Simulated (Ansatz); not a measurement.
**Computed scan of one atom of the cell: AlNi (CsCl type)**

Relaxed AlNi (CsCl type):

```
CELL_PARAMETERS angstrom
      2.89266     0.00000     0.00000
      0.00000     2.89266     0.00000
      0.00000     0.00000     2.89266
ATOMIC_POSITIONS crystal
  Al 0.00000 0.00000 0.00000
  Ni 0.50000 0.50000 0.50000
```

Scan: atom 2 (Ni, nearest neighbour Al at 2.505 Å; its periodic images, 2.9 Å or more away, move with it) is displaced along Cartesian [110], direction (0.707, 0.707, 0.000) in Cartesian axes, by s. The other atoms stay.

Method: PBE (plane waves to 420 eV, PAW, scalar-relativistic; Ansatz, a program for electronic structure). k mesh 13×13×13 (Γ-centred), Fermi-Dirac smearing 0.05 eV. The energy includes the smearing's −TS. Stress and pressure are positive under compression. With partly filled bands, energies and forces of such displacements shift with the k mesh and the smearing. F∥ is the force on the atom along that direction. AlNi is run without spin polarisation. AlNi was relaxed with its symmetry unable to fall. The PAW data are Ansatz's earlier set. ΔE is measured from the undisplaced structure.

```csv
s (Å),ΔE (meV/cell),F∥ (eV/Å),P (GPa)
-0.750,2302,7.838,39.9
-0.600,1320,5.345,24.7
-0.450,670,3.403,13.5
-0.300,274,1.957,5.8
-0.150,65,0.881,1.4
0.000,0,0.000,-0.1
0.150,65,-0.881,1.4
0.300,274,-1.957,5.8
0.450,670,-3.403,13.5
0.600,1320,-5.345,24.7
0.750,2302,-7.838,39.9
```

Derived quantities:

- Energy at s = 0.750 Å: 2302 meV/cell
- Force along the line at s = -0.750 Å: 7.84 eV/Å
- Symmetry of the curve: even: the same for both signs
- Shape of the curve: a single well with its minimum at or next to zero displacement
- Force constant k = d²E/ds² at s = 0 (finite differences): 5.66 eV/Å²
- Harmonic estimate at the end of the scan: ½ks² = 1591 meV/cell against the computed 2302 meV/cell, so the well is stiffer than harmonic there
- Zone-centre optical wavenumber from k: 288 cm⁻¹

(A displaced cell: forces are minus the slopes of the energy, force constants its curvatures, and phonons follow from these.)
